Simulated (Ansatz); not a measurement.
BaC₂:
```
CELL_PARAMETERS angstrom
      2.54169     1.46745     2.45404
     -2.54169     1.46745     2.45404
      0.00000    -2.93489     2.45404
ATOMIC_POSITIONS crystal
  Ba 0.00000 0.00000 0.00000
  C  0.58592 0.58592 0.58592
  C  0.41408 0.41408 0.41408
```

Relaxed with PBEsol.

Q: Give the optical modes at the zone centre with their infrared activity from DFPT, DFT-PBEsol in the program Ansatz with PAW potentials.

A: Transverse frequencies, without the LO–TO term; a row sums one degenerate level.

```
ω (cm⁻¹)  degeneracy  IR ((D/Å)²/amu)     activity  symmetry
--------  ----------  ---------------  -----------  --------
164                1             8.08           IR       A2u
168                2            17.63           IR        Eu
300                2             0.00  IR-inactive        Eg
1824               1             0.00  IR-inactive       A1g
```

Q: How high does the top mode go among those that the LO–TO term moves?

A: 318 cm⁻¹ for q along x, 318 cm⁻¹ for q along y, 291 cm⁻¹ for q along z.

Space group R-3m. The first step of the workflow began from a Materials Project structure, measured or hypothetical; the Crystallography Open Database copy checked does not list it. Whether it is the stable phase at ambient conditions was not checked. Symmetry was held in the PBEsol relaxation; phonons on a q-mesh show no instability. Its formation energy is positive at this level, so the cell may be metastable or incomplete. Scalar-relativistic: spin–orbit coupling is off unless named, which matters more the heavier the elements.

Potentials: the later of the program's two PAW sets.
